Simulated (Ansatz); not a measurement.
The slice is one period of a {100} plane through atoms; its size isn't given.

Level of theory: PBEsol (plane waves to 420 eV, PAW, scalar-relativistic; Ansatz, an electronic-structure program). Inside the PAW spheres the values are not all-electron values, and peaks at nuclei hang on which shells count as valence.

```
|99987654443332222222333444567899|
|99887654433322222222233344567889|
|88876554433322222222233344556788|
|77765544333322222222233334455677|
|66655444333222211122223334445566|
|55554443332222111112222333444555|
|44444433322221111111222233344444|
|44443333222211111111122223333444|
|44333332222111111111112222333334|
|33333322221111000001111222233333|
|33333222211110000000111122223333|
|33222222111100000000011112222223|
|22222221111000000000001111222222|
|22222211110000000000000111122222|
|22222111110000000000000111112222|
|22222111110000000000000111112222|
|22222111110000000000000111112222|
|22222211110000000000000111122222|
|22222221111000000000001111222222|
|33222222111100000000011112222223|
|33333222211110000000111122223333|
|33333322221111000001111222233333|
|44333332222111111111112222333334|
|44443333222211111111122223333444|
|44444433322221111111222233344444|
|55554443332222111112222333444555|
|66655444333222211122223334445566|
|77765544333322222222233334455677|
|88876554433322222222233344556788|
|99887654433322222222233344567889|
|99987654443332222222333444567899|
|99987654443332222222333444567899|
```
Scale: ten equal steps from -1.74 (start of '0') to 1.53 (end of '9'), in the order '0123456789'. Values: log₁₀ of the valence density in e/Å³. The map has 32 points along u (one character each, u = 0 at the left) and 32 along v (v = 0 in the bottom row). The scale is logarithmic, as a density can span decades between atoms and voids.

```
|xxxx+#%@@@@@%*+---+*%@@@@@%#+xxx|
|xxxx+#%@@@@@#*=---=*#@@@@@%#+xxx|
|xxx+*%%@@@@%#+=---=+#%@@@@%%*+xx|
|=++*#%@@@@@%*+--:--+*%@@@@@%#*++|
|###%%%@@@@%#*=-:::-=*#%@@@@%%%##|
|%%%%@@@@@%#*+-::.::-+*#%@@@@@%%%|
|@@@@@@@@%#*+=-:...:-=+*#%@@@@@@@|
|@@@@@@@%#*+=-:.....:-=+*#%@@@@@@|
|@@@@@@%#*+=-:..   ..:-=+*#%@@@@@|
|@@@@@%#*+=-:..     ..:-=+*#%@@@@|
|@@@%%#*+=-:..       ..:-=+*#%%@@|
|%%##**+=-:..         ..:-=+**##%|
|***++=--:..           ..:--=++**|
|++==--::..             ..::--==+|
|-----::..               ..::----|
|----::...               ...::---|
|-----::..               ..::----|
|++==--::..             ..::--==+|
|***++=--:..           ..:--=++**|
|%%##**+=-:..         ..:-=+**##%|
|@@@%%#*+=-:..       ..:-=+*#%%@@|
|@@@@@%#*+=-:..     ..:-=+*#%@@@@|
|@@@@@@%#*+=-:..   ..:-=+*#%@@@@@|
|@@@@@@@%#*+=-:.....:-=+*#%@@@@@@|
|@@@@@@@@%#*+=-:...:-=+*#%@@@@@@@|
|%%%%@@@@@%#*+-::.::-+*#%@@@@@%%%|
|###%%%@@@@%#*=-:::-=*#%@@@@%%%##|
|=++*#%@@@@@%*+--:--+*%@@@@@%#*++|
|xxx+*%%@@@@%#+=---=+#%@@@@%%*+xx|
|xxxx+#%@@@@@#*=---=*#@@@@@%#+xxx|
|xxxx+#%@@@@@%*+---+*%@@@@@%#+xxx|
|xxxx=#%@@@@@%*+---+*%@@@@@%#=xxx|
```
Scale: ten equal steps from 0.01 (start of ' ') to 0.73 (end of '@'), in the order ' .:-=+*#%@'. Values: electron localisation function (ELF). The map has 32 points along u (one character each, u = 0 at the left) and 32 along v (v = 0 in the bottom row). Points within 0.5 Å of a nucleus are blanked (x), as the pseudised field means little there.

**Question.** Which relaxed crystal do these maps come from?
A) AlAs (zinc blende)
B) InSb (zinc blende)
C) GaSb (zinc blende)

**Answer.** A, AlAs (zinc blende). Atoms on the slice: As at (0.00, 0.00)

All were relaxed with their symmetry unable to fall. At this level the bands of GaSb touch or barely overlap; measurements give the solid a gap. At this level the bands of InSb touch or barely overlap; measurements give the solid a gap. Spin-orbit coupling is left out.
